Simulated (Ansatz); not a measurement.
**Relaxing a structure of LiCl**

The start is a relaxed LiCl cell with every coordinate shifted by Gaussian noise of σ = 0.3 Å. A full variable-cell relaxation at zero pressure is run with PBEsol (plane waves to 420 eV, PAW, scalar-relativistic; Ansatz, a first-principles code). The first steps use a coarse 8×8×8 k-mesh.

Input geometry:
```yaml
crystal:
  lattice:
    - [0.00000, 2.53209, 2.53209]
    - [2.53209, 0.00000, 2.53209]
    - [2.53209, 2.53209, 0.00000]
  atoms:
    - { symbol: Cl, position: [0.97396, 0.83945, 0.02294] }
    - { symbol: Li, position: [0.38840, 0.72474, 0.44343] }
```

```yaml
energy_released: 0.36 eV/atom
relative_to_the_parent: The parent structure is recovered, Fm-3m (No. 225)
Shortest distances (start → end): "The closest pairs of elements (up to four, under 3.6 Å), start → end: Cl–Li 1.96 → 2.53 Å; Cl–Cl 3.58 → 3.58 Å; Li–Li 3.58 → 3.58 Å"
band_gap_at_the_end: 6.35 eV, direct (no spin-orbit coupling)
optimiser_moves: 8
```

Relaxed structure:

Space group Fm-3m (No. 225); a = b = c = 5.064 Å, α = β = γ = 90.00°

```
atom  site  symmetry       x       y       z
----  ----  --------  ------  ------  ------
Cl      4a      m-3m  0.0000  0.0000  0.0000
Li      4b      m-3m  0.5000  0.5000  0.5000
```
(The calculation used a cell of 2 atoms; values per cell refer to that cell.)

Final values are on a 11×11×11 k-mesh of the relaxed cell. No spin polarisation in the result.
